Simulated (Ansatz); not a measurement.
# H3C2 in Ansatz, settings compared

Input:

```yaml
crystal:
  lattice:
    - [3.631685, 3.27475, 0.0]
    - [3.631685, -3.27475, 0.0]
    - [0.793302, 0.0, -4.06094]
  atoms:
    - { symbol: C, position: [0.0787, 0.0787, 0.9161] }
    - { symbol: C, position: [0.9213, 0.9213, 0.0839] }
    - { symbol: C, position: [0.2732, 0.2732, 0.719] }
    - { symbol: C, position: [0.7268, 0.7268, 0.281] }
    - { symbol: H, position: [0.27, 0.27, 0.4525] }
    - { symbol: H, position: [0.73, 0.73, 0.5475] }
    - { symbol: H, position: [0.4854, 0.217, 0.7719] }
    - { symbol: H, position: [0.783, 0.5146, 0.2281] }
    - { symbol: H, position: [0.5146, 0.783, 0.2281] }
    - { symbol: H, position: [0.217, 0.4854, 0.7719] }
  symmetry: { tolerance: 0.0003 }
kpoints:
  mp_grid: { grid: [4, 4, 5], shift: [0, 0, 0] }
magnetization:
  spin_polarized: false
scf:
  occupations: { method: fermi_dirac }
hamiltonian:
  pseudopotentials: { kind: paw }
  xc: pbe
basis:
  ecutwfc: 420
output:
  forces: true
  stress: true
  eigenvalues: true
```

The command:

```bash
ansatz run input.yaml --threads 1 --pin off --max-ram 2560MiB --backend cpu --events-out ev --progress --plain --runs-dir out
```

Origin of the cell: a database entry, scaled a little.

The smearing width isn't typed, so it takes its default of 0.1 eV.

Output of this run (shortened):

```
Pseudopotentials: kind: paw
Pseudopotential: C, paw, valence charge 4, recommended cutoff 420 eV (normal), C.paw.azcp
Pseudopotential: H, paw, valence charge 1, recommended cutoff 420 eV (normal), H.paw.azcp
Functional definition: PBE
  exchange = pbe_x(kappa = kappa, mu = beta*pi^2/3)
  correlation = pbe_c(beta = beta)
Crystal: 10 atoms, lattice volume = 96.592 Å³
Basis set: ecut = 420 eV, 1871 PW (Γ), exchange–correlation on 72×72×60 points (8 copies of the dense FFT grid, shifted against one another)
Bands: 21, of which v1, the nominal top of the filled ones, is band 11 counted from 1 (10 counted from 0)
Symmetry: 4 space group operations
Space group: C2/m (ITA 12), of the structure as read, at distance tolerance 1.4e-3 Å
k-points: 27 of 80
[… 4 lines left out …]
Initial density: superposition of atomic densities (neutral atoms: chi_scale 0, normalization atom), corrected by the library's trained network
Functional: x = pbe(κ = 0.804, μ = 0.219515), c = pbe(β = 0.066725)
SCF iter   1: F=—  HF=-1098.483842 eV  Δρ=5.95e-3  dr2=8.34e-2  defer=13
SCF iter   2: F=—  HF=-1098.464024 eV  Δρ=4.17e-3  dr2=1.22e-2  defer=88
SCF iter   3: F=—  HF=-1098.463675 eV  Δρ=1.51e-3  dr2=1.49e-3  defer=61
SCF iter   4: F=—  HF=-1098.464838 eV  Δρ=4.12e-4  dr2=1.34e-4  defer=61
SCF iter   5: F=—  HF=-1098.464900 eV  Δρ=1.00e-4  dr2=4.31e-6  defer=61
SCF iter   6: F=—  HF=-1098.464906 eV  Δρ=1.73e-5  dr2=1.54e-7  defer=61
SCF iter   7: F=-1098.464906 eV  HF=-1098.464906 eV  Δρ=2.45e-6  dr2=3.27e-9
SCF 1 converged in 7 iterations: F = -1098.464906 eV  dr2 = 3.27e-9
SCF converged after 7 iterations
Free energy (F): -1098.464906 eV
Harris-Foulkes:  -1098.464906 eV  (|F-HF|=1.83e-9)
Internal energy: -1098.464906 eV  (E = F + TS)
E sigma→0 (E₀):  -1098.464906 eV
Fermi energy:    1.741468 eV
--- Per-component energies (eV) ---
  E_band       = -151.070704
  E_kinetic    = 440.984661
  E_local      = -981.086345  (includes V_loc(G=0)·N_el)
  E_nonlocal   = 119.681842
  E_hartree    = 302.460431
  E_xc         = -243.744496
  E_vxc        = -304.021697  (∫ρ·V_xc dr)
  E_paw        = -400.881288  (= ΣΔE_a)
  E_vpaw       = -31.541121  (= ΣTr[D̂ρ^β])
  E_aug_tail   = -0.008238  (compensation charges beyond the density's cutoff)
  E_ewald      = -335.871474
  E_smearing   = -0.000000  (= −TS)
  Σ components = -1098.464906   (vs F -1098.464906, Δ=0.00e0)
--- Forces (eV/Å), atoms counted from 1 ---
  atom   1  C      0.594194    -0.000000     0.270993
  atom   2  C     -0.594194     0.000000    -0.270993
  atom   3  C     -1.120556    -0.000000    -0.102961
  atom   4  C      1.120556     0.000000     0.102961
  atom   5  H      0.035743    -0.000000    -0.302818
  atom   6  H     -0.035743     0.000000     0.302818
  atom   7  H      0.082634     0.272220    -0.069878
  atom   8  H     -0.082634     0.272220     0.069878
  atom   9  H     -0.082634    -0.272220     0.069878
  atom  10  H      0.082634    -0.272220    -0.069878
  max |Σ_I F_I| component: 0.00e0 eV/Å
--- Stress (GPa, compression-positive) ---
       -3.190890      -0.000000      -2.647040
       -0.000000       2.295104      -0.000000
       -2.647042      -0.000000      -1.629105
  P = ⅓ Tr σ = -0.8416 GPa (-8.416 kbar)
```

The same input was run again with these changes:

1. `magnetization` { spin_polarized: false } → { spin_polarized: true } (starts: small); `hamiltonian.pseudopotentials` { kind: paw } → { kind: paw, source: jth }; `kpoints.mp_grid.grid` [4, 4, 5] → [3, 3, 3]; typed moments: C1 0.2, C2 0.2, C3 0.2, C4 0.2, H5 0.2, H6 0.2, H7 0.2, H8 0.2, H9 0.2, H10 0.2
2. `scf.n_extra_bands` default → 1; `scf.occupations.method` fermi_dirac → gaussian; `scf.occupations.width` default → 0.1; `scf.lower_state_search` default → "off"
3. `scf.mixing.preconditioner` default → resta; `scf.occupations.method` fermi_dirac → tetrahedron
4. `basis.xc_grid` default → 3; `scf.lower_state_search` default → light; `accuracy` default → low

| run | end | SCF iterations | P (GPa) | max force component (eV/Å) | moment (μB) | ΔE(σ→0) (meV/atom) |
| --- | --- | --- | --- | --- | --- | --- |
| base | converged | 7 | -0.84 | 1.121 | – | 0 |
| 1 | converged | 14 | -0.72 | 1.198 | 0.00 | – |
| 2 | converged | 7 | -0.84 | 1.121 | – | 0.00 |
| 3 | converged | 7 | -0.84 | 1.121 | – | 0.00 |
| 4 | converged | 7 | -0.84 | 1.121 | – | 0.00 |

Energies are compared only where functional, datasets, charge and starting cell are the same.

Not properties of the system: run 1 (too coarse or loose: `kpoints.mp_grid.grid` = [3, 3, 3]).

Run 1: a starting moment was lost; the cutoff lies below the datasets' advice.
Run 3: forces and stress under tetrahedra may miss the slope of the energy.

Time of the base run: 3 s on 1 thread of Arm Neoverse V1, with other jobs on the host, peak memory 0.33 GiB, from the program's own first density.
